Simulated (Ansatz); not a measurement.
**Y (hcp, Mg type), energy against volume**

Y (hcp, Mg type), conventional cell a = b = 3.6557 Å, c = 5.6788 Å, α = β = 90.00°, γ = 120.00°. The calculation uses the primitive cell of 2 atoms, to which meshes and values per cell refer.

The volume is varied about the relaxed value V₀ at fixed cell shape. Symmetry pins the atoms to their sites.

Computed with PBE (plane waves to 420 eV, PAW, scalar-relativistic; Ansatz, an electronic-structure program). k mesh 15×15×8 (Γ-centred), Fermi-Dirac smearing 0.05 eV. The energy includes the smearing's −TS. Compression counts positive. With the shape held, the modulus is that of even scaling; a crystal free to change shape is softer. The PAW data are Ansatz's earlier set. Y is run without spin polarisation. Y was relaxed with its symmetry unable to fall. ΔE is measured from the relaxed starting cell.

```json
[
 {"V/V₀": "0.840", "ΔE (meV/atom)": "134", "P (GPa)": "9.1"},
 {"V/V₀": "0.880", "ΔE (meV/atom)": "71", "P (GPa)": "6.3"},
 {"V/V₀": "0.920", "ΔE (meV/atom)": "30", "P (GPa)": "3.8"},
 {"V/V₀": "0.960", "ΔE (meV/atom)": "7", "P (GPa)": "1.8"},
 {"V/V₀": "1.000", "ΔE (meV/atom)": "0", "P (GPa)": "0.0"},
 {"V/V₀": "1.040", "ΔE (meV/atom)": "6", "P (GPa)": "-1.5"},
 {"V/V₀": "1.080", "ΔE (meV/atom)": "24", "P (GPa)": "-2.8"},
 {"V/V₀": "1.120", "ΔE (meV/atom)": "51", "P (GPa)": "-3.9"},
 {"V/V₀": "1.160", "ΔE (meV/atom)": "87", "P (GPa)": "-4.8"}
]
```

Read from the data:

| Quantity | Value |
|---|---|
| Pressure at the smallest volume | 9.1 GPa |
| Energy cost of the largest compression | 134 meV/atom |
| Energy cost of the largest expansion | 87 meV/atom |
| Bulk modulus at fixed cell shape B₀ (third-order Birch-Murnaghan fit) | 40.6 GPa |
| Pressure derivative B₀′ (fit) | 3.0 |
| Equilibrium volume of the fit | 32.87 Å³/atom |
| Pressure for 5 % compression (fit) | 2.2 GPa |

The 9 points together took roughly 100 core-seconds.

(Under strain, the slope of the energy per volume gives the stress and its curvature an elastic modulus.)
